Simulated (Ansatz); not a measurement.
Ba₂NbSnTe₆ in Ansatz, relaxation

The command:

```bash
ansatz run input.yaml --threads 2 --pin off --max-ram 3584MiB --backend cpu --events-out ev --progress --plain --runs-dir out
```

input.yaml:

```yaml
crystal:
  lattice:
    - [2.174288, 3.77222, 6.122443]
    - [2.174288, -3.77222, 6.122443]
    - [4.348775, 0.0, -6.122443]
  atoms:
    - { symbol: Ba, position: [0.2524, 0.2524, 0.7546] }
    - { symbol: Ba, position: [0.7476, 0.7476, 0.2454] }
    - { symbol: Sn, position: [0.0, 0.0, 0.0] }
    - { symbol: Nb, position: [0.5, 0.5, 0.5] }
    - { symbol: Te, position: [0.281, 0.281, 0.356] }
    - { symbol: Te, position: [0.719, 0.719, 0.644] }
    - { symbol: Te, position: [0.274, 0.758, 0.7323] }
    - { symbol: Te, position: [0.242, 0.726, 0.2677] }
    - { symbol: Te, position: [0.726, 0.242, 0.2677] }
    - { symbol: Te, position: [0.758, 0.274, 0.7323] }
  symmetry: { tolerance: 0.0003 }
kpoints:
  mp_grid: { grid: [3, 3, 3], shift: [0, 0, 0] }
magnetization:
  spin_polarized: false
scf:
  occupations: { method: methfessel_paxton, width: 0.2054 }
  lower_state_search: "off"
hamiltonian:
  pseudopotentials: { kind: paw }
  xc: r2scan
basis:
  ecutwfc: 500
  fft_grid_basis: typed
relax:
  max_steps: 40
  cell: { p_target: 0.0 }
output:
  forces: true
  stress: true
  eigenvalues: true
  populations: true
  elf: true
  write_potential: true
  volumetric_format: npy
  dos:
    e_range: [-12, 8]
    de: 0.05
    projected: { site_lists: { Ba: [Ba], Nb: [Nb], Sn: [Sn], Te: [Te] } }
  write_density: true
  bader: false
checkpoint:
  read: saved_state
```

Origin of the cell: a known structure type with other elements, at an estimated volume, so it need not be a known compound.

The saved state is a converged single point of the same cell.

Steps («new basis» is an SCF on plane waves selected anew at the same cell):

| step | ΔF (meV/atom) | max force component (eV/Å) | P (GPa) | volume (Å³) | SCF iterations | step was |
| --- | --- | --- | --- | --- | --- | --- |
| 1 | 0.0 | 5.554 | 19.43 | 301.30 | 8 | accepted |
| 2 | -528.8 | 1.157 | 7.39 | 323.27 | 9 | accepted |
| 3 | -656.8 | 0.631 | 2.10 | 350.60 | 9 | accepted |
| 4 | -694.4 | 0.207 | 0.37 | 359.59 | 8 | accepted |
| 5 | -698.0 | 0.090 | -0.08 | 362.85 | 7 | accepted |
| 6 | -700.0 | 0.081 | 0.05 | 361.29 | 6 | accepted |
| 7 | -701.5 | 0.101 | 0.11 | 360.17 | 7 | accepted |
| 8 | -702.6 | 0.111 | 0.07 | 359.86 | 7 | accepted |
| 9 | -703.4 | 0.069 | -0.02 | 360.02 | 7 | accepted |
| 10 | -703.9 | 0.016 | -0.02 | 359.82 | 7 | accepted |
| 11 | -704.2 | 0.017 | 0.08 | 358.38 | 7 | accepted |
| 12 | -704.9 | 0.053 | 0.16 | 356.60 | 8 | accepted |
| 13 | -702.4 | 0.194 | 0.55 | 352.65 | 8 | rejected |
| 14 | -705.6 | 0.094 | 0.13 | 357.14 | 11 | accepted |
| 15 | -706.1 | 0.082 | 0.07 | 358.14 | 7 | accepted |
| 16 | -705.8 | 0.119 | -0.01 | 361.49 | 9 | rejected |
| 17 | -706.0 | 0.145 | -0.07 | 359.65 | 11 | rejected |
| 18 | -706.8 | 0.022 | -0.01 | 359.20 | 10 | accepted |
| 19 | -706.8 | 0.027 | 0.09 | 357.93 | 7 | accepted |
| 20 | -707.2 | 0.043 | 0.03 | 359.22 | 8 | accepted |
| 21 | -707.3 | 0.018 | 0.00 | 359.47 | 7 | accepted |
| 22 | -707.4 | 0.006 | -0.01 | 359.35 | 8 | accepted |
| 23 | -708.8 | 0.006 | 0.02 | 359.35 | 9 | new basis |
| 24 | -708.7 | 0.007 | 0.01 | 359.34 | 8 | rejected |
| 25 | -708.8 | 0.008 | -0.02 | 359.54 | 10 | accepted |
| 26 | -708.8 | 0.008 | -0.02 | 359.54 | 5 | new basis |

Step 1, with forces in eV/Å:

```xyz
10
Lattice="2.174 3.772 6.122 2.174 -3.772 6.122 4.349 0.000 -6.122" Properties=species:S:1:pos:R:3:forces:R:3 pbc="T T T" step=1
Ba    4.379    0.000   -1.529    0.489    0.000   -0.471
Ba    4.318    0.000    7.652   -0.489    0.000    0.471
Sn    0.000    0.000    0.000    0.000    0.000    0.000
Nb    4.349    0.000    3.061    0.000    0.000    0.000
Te    2.770    0.000    1.261   -5.554    0.000   -4.461
Te    5.927    0.000    4.861    5.554    0.000    4.461
Te    5.428   -1.826    1.835    3.367   -3.760   -2.723
Te    3.269   -1.826    4.288   -3.367   -3.760    2.723
Te    3.269    1.826    4.288   -3.367    3.760    2.723
Te    5.428    1.826    1.835    3.367    3.760   -2.723
```

Step 3, with forces in eV/Å:

```xyz
10
Lattice="2.212 3.925 6.492 2.212 -3.925 6.492 4.642 0.000 -6.570" Properties=species:S:1:pos:R:3:forces:R:3 pbc="T T T" step=3
Ba    4.584    0.000   -1.706    0.087    0.000   -0.117
Ba    4.481    0.000    8.121   -0.087    0.000    0.117
Sn    0.000    0.000    0.000    0.000    0.000    0.000
Nb    4.532    0.000    3.207    0.000    0.000    0.000
Te    2.675    0.000    1.230   -0.250    0.000   -0.631
Te    6.390    0.000    5.184    0.250    0.000    0.631
Te    5.967   -1.918    1.860    0.452   -0.195    0.056
Te    3.098   -1.918    4.555   -0.452   -0.195   -0.056
Te    3.098    1.918    4.555   -0.452    0.195   -0.056
Te    5.967    1.918    1.860    0.452    0.195    0.056
```

Step 4, with forces in eV/Å:

```xyz
10
Lattice="2.181 3.935 6.607 2.181 -3.935 6.607 4.696 0.000 -6.726" Properties=species:S:1:pos:R:3:forces:R:3 pbc="T T T" step=4
Ba    4.620    0.000   -1.780    0.116    0.000   -0.207
Ba    4.438    0.000    8.269   -0.116    0.000    0.207
Sn    0.000    0.000    0.000    0.000    0.000    0.000
Nb    4.529    0.000    3.245    0.000    0.000    0.000
Te    2.802    0.000    1.068   -0.200    0.000   -0.057
Te    6.256    0.000    5.421    0.200    0.000    0.057
Te    6.145   -1.920    1.986    0.064   -0.057    0.043
Te    2.913   -1.920    4.503   -0.064   -0.057   -0.043
Te    2.913    1.920    4.503   -0.064    0.057   -0.043
Te    6.145    1.920    1.986    0.064    0.057    0.043
```

Step 6, with forces in eV/Å:

```xyz
10
Lattice="2.151 3.897 6.816 2.151 -3.897 6.816 4.615 0.000 -6.927" Properties=species:S:1:pos:R:3:forces:R:3 pbc="T T T" step=6
Ba    4.529    0.000   -1.914   -0.081    0.000    0.027
Ba    4.388    0.000    8.620    0.081    0.000   -0.027
Sn    0.000    0.000    0.000    0.000    0.000    0.000
Nb    4.459    0.000    3.353    0.000    0.000    0.000
Te    2.782    0.000    1.091   -0.008    0.000   -0.046
Te    6.135    0.000    5.615    0.008    0.000    0.046
Te    6.072   -1.924    2.088   -0.035    0.012    0.029
Te    2.846   -1.924    4.617    0.035    0.012   -0.029
Te    2.846    1.924    4.617    0.035   -0.012   -0.029
Te    6.072    1.924    2.088   -0.035   -0.012    0.029
```

Step 8, with forces in eV/Å:

```xyz
10
Lattice="2.129 3.839 7.095 2.129 -3.839 7.095 4.456 0.000 -7.165" Properties=species:S:1:pos:R:3:forces:R:3 pbc="T T T" step=8
Ba    4.223    0.000   -2.007   -0.072    0.000    0.074
Ba    4.491    0.000    9.032    0.072    0.000   -0.074
Sn    0.000    0.000    0.000    0.000    0.000    0.000
Nb    4.357    0.000    3.512    0.000    0.000    0.000
Te    2.737    0.000    1.157    0.111    0.000    0.034
Te    5.977    0.000    5.868   -0.111    0.000   -0.034
Te    5.956   -1.895    2.228   -0.005   -0.038    0.018
Te    2.758   -1.895    4.797    0.005   -0.038   -0.018
Te    2.758    1.895    4.797    0.005    0.038   -0.018
Te    5.956    1.895    2.228   -0.005    0.038    0.018
```

Step 9, with forces in eV/Å:

```xyz
10
Lattice="2.127 3.806 7.170 2.127 -3.806 7.170 4.448 0.000 -7.239" Properties=species:S:1:pos:R:3:forces:R:3 pbc="T T T" step=9
Ba    4.191    0.000   -1.985   -0.069    0.000    0.000
Ba    4.511    0.000    9.086    0.069    0.000    0.000
Sn    0.000    0.000    0.000    0.000    0.000    0.000
Nb    4.351    0.000    3.550    0.000    0.000    0.000
Te    2.755    0.000    1.185    0.042    0.000    0.010
Te    5.947    0.000    5.916   -0.042    0.000   -0.010
Te    5.964   -1.896    2.280   -0.009   -0.001    0.012
Te    2.738   -1.896    4.821    0.009   -0.001   -0.012
Te    2.738    1.896    4.821    0.009    0.001   -0.012
Te    5.964    1.896    2.280   -0.009    0.001    0.012
```

Step 11, with forces in eV/Å:

```xyz
10
Lattice="2.101 3.760 7.174 2.101 -3.760 7.174 4.510 0.000 -7.283" Properties=species:S:1:pos:R:3:forces:R:3 pbc="T T T" step=11
Ba    4.173    0.000   -1.999   -0.014    0.000    0.000
Ba    4.539    0.000    9.063    0.014    0.000    0.000
Sn    0.000    0.000    0.000    0.000    0.000    0.000
Nb    4.356    0.000    3.532    0.000    0.000    0.000
Te    2.771    0.000    1.170   -0.003    0.000    0.013
Te    5.940    0.000    5.894    0.003    0.000   -0.013
Te    5.994   -1.873    2.258   -0.014   -0.011    0.017
Te    2.718   -1.873    4.806    0.014   -0.011   -0.017
Te    2.718    1.873    4.806    0.014    0.011   -0.017
Te    5.994    1.873    2.258   -0.014    0.011    0.017
```

Step 12, with forces in eV/Å:

```xyz
10
Lattice="2.070 3.681 7.239 2.070 -3.681 7.239 4.577 0.000 -7.394" Properties=species:S:1:pos:R:3:forces:R:3 pbc="T T T" step=12
Ba    4.152    0.000   -2.022   -0.005    0.000    0.037
Ba    4.565    0.000    9.106    0.005    0.000   -0.037
Sn    0.000    0.000    0.000    0.000    0.000    0.000
Nb    4.359    0.000    3.542    0.000    0.000    0.000
Te    2.790    0.000    1.179   -0.027    0.000   -0.053
Te    5.928    0.000    5.906    0.027    0.000    0.053
Te    6.027   -1.849    2.269   -0.048   -0.001    0.011
Te    2.690   -1.849    4.815    0.048   -0.001   -0.011
Te    2.690    1.849    4.815    0.048    0.001   -0.011
Te    6.027    1.849    2.269   -0.048    0.001    0.011
```

Step 15, with forces in eV/Å:

```xyz
10
Lattice="2.059 3.607 7.255 2.059 -3.607 7.255 4.722 0.000 -7.469" Properties=species:S:1:pos:R:3:forces:R:3 pbc="T T T" step=15
Ba    4.250    0.000   -2.011    0.021    0.000    0.006
Ba    4.591    0.000    9.051   -0.021    0.000   -0.006
Sn    0.000    0.000    0.000    0.000    0.000    0.000
Nb    4.421    0.000    3.520    0.000    0.000    0.000
Te    2.820    0.000    1.169   -0.055    0.000   -0.082
Te    6.021    0.000    5.872    0.055    0.000    0.082
Te    6.094   -1.835    2.244   -0.032    0.053    0.031
Te    2.748   -1.835    4.797    0.032    0.053   -0.031
Te    2.748    1.835    4.797    0.032   -0.053   -0.031
Te    6.094    1.835    2.244   -0.032   -0.053    0.031
```

Step 19, with forces in eV/Å:

```xyz
10
Lattice="2.073 3.574 7.274 2.073 -3.574 7.274 4.750 0.000 -7.488" Properties=species:S:1:pos:R:3:forces:R:3 pbc="T T T" step=19
Ba    4.308    0.000   -2.001   -0.007    0.000    0.010
Ba    4.587    0.000    9.060    0.007    0.000   -0.010
Sn    0.000    0.000    0.000    0.000    0.000    0.000
Nb    4.448    0.000    3.529    0.000    0.000    0.000
Te    2.834    0.000    1.157   -0.008    0.000   -0.009
Te    6.062    0.000    5.902    0.008    0.000    0.009
Te    6.128   -1.817    2.259   -0.027    0.012    0.009
Te    2.767   -1.817    4.799    0.027    0.012   -0.009
Te    2.767    1.817    4.799    0.027   -0.012   -0.009
Te    6.128    1.817    2.259   -0.027   -0.012    0.009
```

Step 20, with forces in eV/Å:

```xyz
10
Lattice="2.090 3.536 7.282 2.090 -3.536 7.282 4.819 0.000 -7.509" Properties=species:S:1:pos:R:3:forces:R:3 pbc="T T T" step=20
Ba    4.389    0.000   -1.981   -0.004    0.000   -0.022
Ba    4.611    0.000    9.036    0.004    0.000    0.022
Sn    0.000    0.000    0.000    0.000    0.000    0.000
Nb    4.500    0.000    3.528    0.000    0.000    0.000
Te    2.858    0.000    1.146    0.014    0.000    0.043
Te    6.141    0.000    5.909   -0.014    0.000   -0.043
Te    6.180   -1.803    2.260    0.019    0.000   -0.002
Te    2.820   -1.803    4.795   -0.019    0.000    0.002
Te    2.820    1.803    4.795   -0.019    0.000    0.002
Te    6.180    1.803    2.260    0.019    0.000   -0.002
```

Step 26, with forces in eV/Å:

```xyz
10
Lattice="2.076 3.517 7.289 2.076 -3.517 7.289 4.865 0.000 -7.542" Properties=species:S:1:pos:R:3:forces:R:3 pbc="T T T" step=26
Ba    4.405    0.000   -1.999   -0.003    0.000   -0.006
Ba    4.613    0.000    9.035    0.003    0.000    0.006
Sn    0.000    0.000    0.000    0.000    0.000    0.000
Nb    4.509    0.000    3.518    0.000    0.000    0.000
Te    2.873    0.000    1.142   -0.008    0.000   -0.001
Te    6.145    0.000    5.894    0.008    0.000    0.001
Te    6.206   -1.790    2.243    0.001   -0.006    0.008
Te    2.812   -1.790    4.793   -0.001   -0.006   -0.008
Te    2.812    1.790    4.793   -0.001    0.006   -0.008
Te    6.206    1.790    2.243    0.001    0.006    0.008
```

| Quantity | Value |
| --- | --- |
| Free energy lowered by | 708.8 meV/atom |
| Volume change | 19.33 % |
| Final pressure | -0.02 GPa |
| Relaxation steps listed | 26 |

Caveats: no dispersion correction, so spacings can come out too large where layers or molecules are weakly bound; no moments, though an odd count or open d shells may carry them; no spin-orbit coupling, though heavy elements are present; the given cell is far from equilibrium, with atoms too close or a volume far off; the k mesh is coarse if the cell is a metal; the relaxation held the start's symmetry, so the end may be a saddle point; wide smearing.

The run took 12 min on 2 threads of Arm Neoverse V2 (shared host), peak memory 2.2 GiB, from a saved density.
